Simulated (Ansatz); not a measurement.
KTaO3 (cubic perovskite, Pm-3m) under volume change, the program Ansatz at the PBE level (PAW), scaled uniformly.

```tsv
V (Å³/atom)	E − E(relaxed) (meV/atom)	P (GPa)
11.852	73.8	21.98
12.243	31.0	13.42
12.633	7.3	6.16
13.024	0.0	0.00
13.415	(withheld)	(withheld)
13.806	(withheld)	(withheld)
14.196	53.0	-13.39
```

Complete the blanks.


- 13.806, E − E(relaxed) (meV/atom): 24.8
- 13.806, P (GPa): -9.65
- 13.415, E − E(relaxed) (meV/atom): 6.6
- 13.415, P (GPa): -5.22

What does a third-order Birch–Murnaghan fit give for V₀, B₀ and B′?

V₀ = 13.02 Å³/atom, B₀ = 189 GPa, B′ = 4.5.

The cell was relaxed with PBE under the symmetry of its start. No spin polarisation was allowed. Spin–orbit coupling is left out wherever it is not named.

Potentials: the earlier of the program's two PAW sets.
